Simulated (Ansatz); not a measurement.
Na:
```
Na
1.0
   -2.10999     2.10999     2.10999
    2.10999    -2.10999     2.10999
    2.10999     2.10999    -2.10999
Na
1
Cartesian
  0.00000   0.00000   0.00000
```

Relaxed with r²SCAN+D4. Special points in fractions of this cell's reciprocal vectors: Γ (0.000, 0.000, 0.000); H (0.500, -0.500, 0.500); N (0.000, 0.000, 0.500); P (0.250, 0.250, 0.250).

Problem. List the band energies nearest the Fermi level at these points for r²SCAN+D4 in the plane-wave PAW code Ansatz.

Solution. In eV from the Fermi level; about four levels below and three above (degenerate sets whole), none deeper than 8.9 eV; … stands for higher levels left out; points with the same levels are listed once.

```
k  below              above
-  -----  -----------------
Γ  -3.44  12.56 12.56 12.56
H      –        4.77 4.77 …
N      –     0.75 1.45 8.75
P      –     2.87 2.87 2.87
```

Space group Im-3m (bcc (W type)). The cell was relaxed with r²SCAN+D4 under the symmetry of its start. The pairwise dispersion correction was not fitted to metals.

Potentials: the later of the program's two PAW sets.
